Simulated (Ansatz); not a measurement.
Level of theory: Ansatz, DFT PBE, scalar-relativistic, plane waves, PAW. Cutoff 420 eV, Γ-centred meshes of about 0.25 Å⁻¹ or finer for metals and 0.3 Å⁻¹ for insulators (2π included), Gaussian smearing. Collinear spin where magnetic atoms keep a moment.

Relaxed structures of Al4VN2, with energies over the first row. Coordination counts Al or V atoms around N (for each partner element, those within 1.25 times its shortest distance or 1.15 times the sum of covalent radii, where it is the nearest in units of that sum or under 1.3).

| # | form | sites | V (Å³/atom) | coordination | ΔE (meV/atom) | moments |
| --- | --- | --- | --- | --- | --- | --- |
| 1 | P-3m1 | Al 2d, 2d; V 1a; N 2d | 13.4 | N 4 | 0 | no moments |
| 2 | P-3m1 | Al 2d, 2d; V 1a; N 2d | 12.1 | N 6 | 74 | no moments |

A further structure, relaxed alike (no moments):

```
Al V N
1.0
    -1.39818    1.39818   10.59034
     1.39818   -1.39818   10.59034
     1.39818    1.39818  -10.59034
Al V N
4 1 2
Direct
  0.40850 0.40850 0.00000
  0.79728 0.79728 0.00000
  0.59150 0.59150 0.00000
  0.20272 0.20272 0.00000
  0.00000 0.00000 0.00000
  0.89453 0.89453 0.00000
  0.10547 0.10547 0.00000
```

Question: Place it among the others.

Answer: It is the highest, 171 meV/atom above row 1, with space group I4/mmm (No. 139) and 11.8 Å³/atom. Counting Al or V atoms around N, this cell has N 6 and row 1 has N 4. Al on its first site is surrounded by 4 N at 2.00 Å, 4 V at 2.77 Å, 4 Al at 2.80 Å and 4 Al at 3.08 Å; Al on its second site is surrounded by 1 N at 2.06 Å, 8 Al at 2.80–2.81 Å and 4 Al at 3.08 Å; V is surrounded by 2 N at 2.23 Å, 8 Al at 2.77 Å and 4 V at 2.80 Å; N is surrounded by 5 Al at 2.00–2.06 Å and 1 V at 2.23 Å.

Trial moments fell under 0.15 μB along the way in P-3m1 and I4/mmm; another start might hold them. With atoms moved at random, row 1 (by 47 meV/atom) and row 2 (by 56 meV/atom) fell into a lower structure. The further cell had no clear such test and can be a saddle point.
